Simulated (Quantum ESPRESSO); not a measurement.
## In2HfPd3AgSn (input and log of a self-consistent run)

Simulated, not a measurement. The program is pw.x of Quantum ESPRESSO 7.5 (plane-wave density functional theory). The cell is made up: eight metal atoms on a hexagonal close-packed lattice, with elements, volume, strain and displacements drawn at random and not relaxed, so it may be unstable or far from any real phase. PseudoDojo standard norm-conserving files set the functional (PBE unless stated); there is no spin polarisation or spin-orbit coupling, the Fermi-Dirac width of 0.25 eV means electrons at about 2900 K, and the masses in the input are unused placeholders. The tin pseudopotential is less sure than most, with forces differing by about three percent from a second method on plain tin. Heavy elements are run without spin-orbit coupling, which real alloys of them have. A spin test at this wide smearing found no moment, but such smearing suppresses magnetism that the real alloy may have.

Input:

```
&control calculation='scf', pseudo_dir='./dojo.nc.sr.pbe.v0_5.standard.upf', outdir='./o', disk_io='minimal', tprnfor=.true., tstress=.true. /
&system ibrav=0, nat=8, ntyp=5, nbnd=76, ecutwfc=82.02448710, nosym=.true., tot_charge=0,
 occupations='smearing', smearing='fd', degauss=0.0183746611
/
&electrons conv_thr=1.470e-08, electron_maxstep=70, mixing_beta=0.5 /
ATOMIC_SPECIES
Ag 1.0 Ag.upf
Hf 1.0 Hf.upf
In 1.0 In.upf
Pd 1.0 Pd.upf
Sn 1.0 Sn.upf
CELL_PARAMETERS angstrom
4.721 -2.6494 -0.0236
-3.1554 -0.0571 -4.9611
3.159 5.3189 0.0603
ATOMIC_POSITIONS angstrom
In 0.0817 -0.0803 -0.1243
Hf 1.5361 2.5621 -0.0113
In -0.124 1.745 -2.4755
Pd 1.6414 4.4684 -2.4911
Pd 3.1332 -0.0483 0.1625
Pd 4.564 2.6831 -0.0404
Ag 1.6718 -0.767 -2.6666
Sn 3.1277 1.8324 -2.4257
K_POINTS automatic
5 5 4 1 1 1
```

The log is shortened where brackets say so; the opening notice, blank lines, dates and the lines on written files are dropped, and the path of the files is cut. It prints rydbergs, bohrs and kilobars, and counts compression as positive stress. Its total energy is the free energy E - TS of the whole cell.

```
     Program PWSCF v.7.5
     Parallel version (MPI & OpenMP), running on       4 processor cores
     Number of MPI processes:                 4
     Threads/MPI process:                     1
     [start-up lines left out]
     bravais-lattice index     =            0
     lattice parameter (alat)  =      10.2303  a.u.
     unit-cell volume          =    1120.0144 (a.u.)^3
     number of atoms/cell      =            8
     number of atomic types    =            5
     number of electrons       =       125.00
     number of Kohn-Sham states=           76
     kinetic-energy cutoff     =      82.0245  Ry
     charge density cutoff     =     328.0979  Ry
     scf convergence threshold =      1.5E-08
     mixing beta               =       0.5000
     number of iterations used =            8  plain     mixing
     Exchange-correlation= PBE
                           (   1   4   3   4   0   0   0)
     [axes and pseudopotential details left out]
   Cartesian axes
     site n.     atom                  positions (alat units)
         1        In     tau(   1) = (   0.0150915  -0.0148328  -0.0229604  )
         2        Hf     tau(   2) = (   0.2837452   0.4732657  -0.0020873  )
         3        In     tau(   3) = (  -0.0229050   0.3223327  -0.4572692  )
         4        Pd     tau(   4) = (   0.3031960   0.8253935  -0.4601508  )
         5        Pd     tau(   5) = (   0.5787581  -0.0089219   0.0300167  )
         6        Pd     tau(   6) = (   0.8430525   0.4956166  -0.0074626  )
         7        Ag     tau(   7) = (   0.3088114  -0.1416786  -0.4925688  )
         8        Sn     tau(   8) = (   0.5777422   0.3384771  -0.4480702  )
     number of k points=    50  Fermi-Dirac smearing, width (Ry)=  0.0184
                       cart. coord. in units 2pi/alat
        k(    1) = (   0.1397593   0.0464721  -0.1985479), wk =   0.0400000
        k(    2) = (   0.2469322   0.2380717  -0.2689181), wk =   0.0400000
     [further k points left out]
     Dense  grid:   112395 G-vectors     FFT dimensions: (  60,  72,  72)
     Estimated max dynamical RAM per process >     427.65 MB
     Estimated total dynamical RAM >       1.59 GB
     Initial potential from superposition of free atoms
     starting charge     124.9878, renormalised to     125.0000
     Starting wfcs are   74 randomized atomic wfcs +    2 random wfcs
     total cpu time spent up to now is        4.5 secs
     per-process dynamical memory:   324.4 Mb
     Self-consistent Calculation
     iteration #  1     ecut=    82.02 Ry     beta= 0.50
     Davidson diagonalization with overlap
     ethr =  1.00E-02,  avg # of iterations =  3.0
     total cpu time spent up to now is       14.6 secs
     total energy              =   -1655.98712387 Ry
     estimated scf accuracy    <       5.79717398 Ry
     iteration #  2     ecut=    82.02 Ry     beta= 0.50
     Davidson diagonalization with overlap
     ethr =  4.64E-03,  avg # of iterations =  2.9
     total cpu time spent up to now is       25.2 secs
     total energy              =   -1658.60257661 Ry
     estimated scf accuracy    <      13.05264976 Ry
     iteration #  3     ecut=    82.02 Ry     beta= 0.50
     Davidson diagonalization with overlap
     ethr =  4.64E-03,  avg # of iterations =  2.0
     total cpu time spent up to now is       34.9 secs
     total energy              =   -1659.28699537 Ry
     estimated scf accuracy    <       1.51879876 Ry
     iteration #  4     ecut=    82.02 Ry     beta= 0.50
     Davidson diagonalization with overlap
     ethr =  1.22E-03,  avg # of iterations =  2.6
     total cpu time spent up to now is       44.4 secs
     total energy              =   -1659.33647526 Ry
     estimated scf accuracy    <       0.17810609 Ry
     iteration #  5     ecut=    82.02 Ry     beta= 0.50
     Davidson diagonalization with overlap
     ethr =  1.42E-04,  avg # of iterations =  6.4
     total cpu time spent up to now is       56.3 secs
     total energy              =   -1659.37026120 Ry
     estimated scf accuracy    <       0.08648143 Ry
     [iterations 6 to 9 left out]
     iteration # 10     ecut=    82.02 Ry     beta= 0.50
     Davidson diagonalization with overlap
     ethr =  7.59E-08,  avg # of iterations =  2.0
     total cpu time spent up to now is       99.9 secs
     total energy              =   -1659.37849493 Ry
     estimated scf accuracy    <       0.00002481 Ry
     iteration # 11     ecut=    82.02 Ry     beta= 0.50
     Davidson diagonalization with overlap
     ethr =  1.98E-08,  avg # of iterations =  2.0
     total cpu time spent up to now is      108.9 secs
     total energy              =   -1659.37849716 Ry
     estimated scf accuracy    <       0.00002084 Ry
     iteration # 12     ecut=    82.02 Ry     beta= 0.50
     Davidson diagonalization with overlap
     ethr =  1.67E-08,  avg # of iterations =  1.2
     total cpu time spent up to now is      117.0 secs
     total energy              =   -1659.37849947 Ry
     estimated scf accuracy    <       0.00000026 Ry
     iteration # 13     ecut=    82.02 Ry     beta= 0.50
     Davidson diagonalization with overlap
     ethr =  2.05E-10,  avg # of iterations =  4.7
     total cpu time spent up to now is      128.8 secs
     total energy              =   -1659.37849958 Ry
     estimated scf accuracy    <       0.00000006 Ry
     iteration # 14     ecut=    82.02 Ry     beta= 0.50
     Davidson diagonalization with overlap
     ethr =  4.91E-11,  avg # of iterations =  2.0
     total cpu time spent up to now is      138.0 secs
     End of self-consistent calculation
     [lines on levels left out]
!    total energy              =   -1659.37849958 Ry
     estimated scf accuracy    <          9.5E-09 Ry
     smearing contrib. (-TS)   =      -0.06854985 Ry
     internal energy E=F+TS    =   -1659.30994973 Ry
     The total energy is F=E-TS. E is the sum of the following terms:
     one-electron contribution =    -625.32400550 Ry
     hartree contribution      =     387.04891204 Ry
     xc contribution           =    -325.97619830 Ry
     ewald contribution        =   -1095.05865797 Ry
     convergence has been achieved in  14 iterations
     Forces acting on atoms (cartesian axes, Ry/au):
     atom    1 type  3   force =    -0.00834626   -0.01520959    0.01154815
     atom    2 type  2   force =     0.00779371    0.03936271   -0.01766412
     atom    3 type  3   force =     0.01078941   -0.00445742   -0.01239538
     atom    4 type  4   force =    -0.01274699   -0.01491098    0.01755982
     atom    5 type  4   force =     0.00568808    0.01889696   -0.02456020
     atom    6 type  4   force =    -0.00192073   -0.01359237   -0.00146986
     atom    7 type  1   force =    -0.01197969   -0.02371220    0.02738930
     atom    8 type  5   force =     0.01072247    0.01362289   -0.00040771
     Total force =     0.079244     Total SCF correction =     0.000271
     Computing stress (Cartesian axis) and pressure
          total   stress  (Ry/bohr**3)                   (kbar)     P=      -60.50
  -0.00051661   0.00006521  -0.00007621          -76.00        9.59      -11.21
   0.00006521  -0.00045652  -0.00006346            9.59      -67.16       -9.33
  -0.00007621  -0.00006346  -0.00026063          -11.21       -9.33      -38.34
     init_run     :      4.23s CPU      4.42s WALL (       1 calls)
     electrons    :    130.68s CPU    133.47s WALL (       1 calls)
     forces       :      1.57s CPU      1.57s WALL (       1 calls)
     stress       :      5.51s CPU      5.52s WALL (       1 calls)
     [timing details left out]
     PWSCF        :   2m22.08s CPU   2m25.07s WALL
     JOB DONE.
```

In other units: free energy -22576.995 eV for the cell, pressure -6.05 GPa, largest force component 1.012 eV/Å in size. The run took 147 s of wall time with four MPI processes on a shared machine (AMD EPYC, Zen 5, virtual cores), so the time is rough. A rerun of this cell at a higher cutoff and on a denser mesh moved values by no more than 0.004 eV in energy, 0.08 GPa in stress and 0.010 eV/Å in force, and a second program with other atomic files agreed on that cell to 2 % rms in force and 0.5 GPa in pressure.